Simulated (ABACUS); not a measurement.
Set-up for a self-consistent single point of AlGa3N4 (Pm, 8 atoms in the cell; from Materials Project mp-1228943, changed as shown).

```xyz
8
Lattice="5.0941 0.0000 0.0000 0.0000 3.1671 0.0000 -0.0037 0.0000 5.4836" Properties=species:S:1:pos:R:3 pbc="T T T"
Al     0.0001     1.5835     3.6592
Ga     2.5412     1.5835     1.8381
Ga     2.5394     0.0000     4.5586
Ga     5.0930     0.0000     0.9114
N      0.6060     1.5835     1.8716
N      0.5919     0.0000     4.5257
N      3.1588     0.0000     0.9108
N      3.2201     1.5835     3.6592
```

Computed with PBEsol, PseudoDojo 0.4 standard norm-conserving PBEsol (tails mended) pseudopotentials (plane waves; ABACUS).

ABACUS settings:

| setting | value |
|---|---|
| KPT | Gamma 3 7 3 0 0 0 |
| basis_type | pw |
| dft_functional | PBESOL |
| ecutwfc | 84 Ry |
| smearing_method | fixed |
| potentials | PseudoDojo 0.4 standard norm-conserving PBEsol (tails mended) |
| symmetry | 1 |
| symmetry_prec | 1e-05 |
| ks_solver | dav |
| scf_nmax | 100 |
| scf_thr | 1.0e-09 Ry |
| mixing_type | broyden |
| mixing_beta | 0.7 |

Task: Estimate, at this level of theory: pressure and largest force (vector length).

Result: The run gave:

- Pressure = 1.65 GPa
- Largest force (vector length) = 0.286 eV/Å

For comparison: a first run was changed to give this one (lattice vector a scaled by 0.99), and from it to this one the free energy rises by 1.4 meV/atom, the pressure goes from -0.32 to 1.65 GPa and the largest force goes from 0.152 to 0.286 eV/Å.

The structure comes from a collection of computed structures, made at another level of theory; the collection holds predicted forms beside known ones.

Cost on one core: very roughly 3 core-minutes.

“Tails mended”: in these copies of the files the far tail of each local potential was reset to the Coulomb form.
